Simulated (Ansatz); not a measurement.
The start is a randomly generated symmetric cell of Pb (space group No. 225). Cell shape, volume and atoms are optimised at zero target pressure with r2SCAN (plane waves to 500 eV, PAW, scalar-relativistic; Ansatz, a quantum-chemistry and plane-wave program). The first steps use a coarse 7×7×7 k-mesh.

Starting cell:
```yaml
crystal:
  lattice:
    - [0.00000, 3.83033, 3.83033]
    - [3.83033, 0.00000, 3.83033]
    - [3.83033, 3.83033, 0.00000]
  atoms:
    - { symbol: Pb, position: [0.25000, 0.25000, 0.25000] }
    - { symbol: Pb, position: [0.75000, 0.75000, 0.75000] }
    - { symbol: Pb, position: [0.00000, 0.00000, 0.00000] }
```

How much energy is released per atom?

0.01 eV/atom.

How does the volume change?

-3.7 %, from 37.46 to 36.06 Å³/atom.

How do the shortest distances between atoms change?

The closest pairs of elements (up to four, under 3.6 Å), start → end: Pb–Pb 3.32 → 3.28 Å.

Is the relaxed structure metallic? Give its gap.

No gap (metallic).

The space group stays Fm-3m (No. 225) (the run could not lower it), with 3 atoms in the primitive cell. Final values are on a 11×11×11 k-mesh of the relaxed cell. No spin polarisation in the result.

The run could not lose the symmetry of its start, so the end can be a saddle point.

All atoms sit on sites fixed by symmetry, so only the cell could relax.

The relaxed structure here is a generated cell of Pb: the first start was made by a random draw of sites in a space group, and the end was not matched to a known phase here, so it may be hypothetical. A known form of Pb has the same space group but another cell.
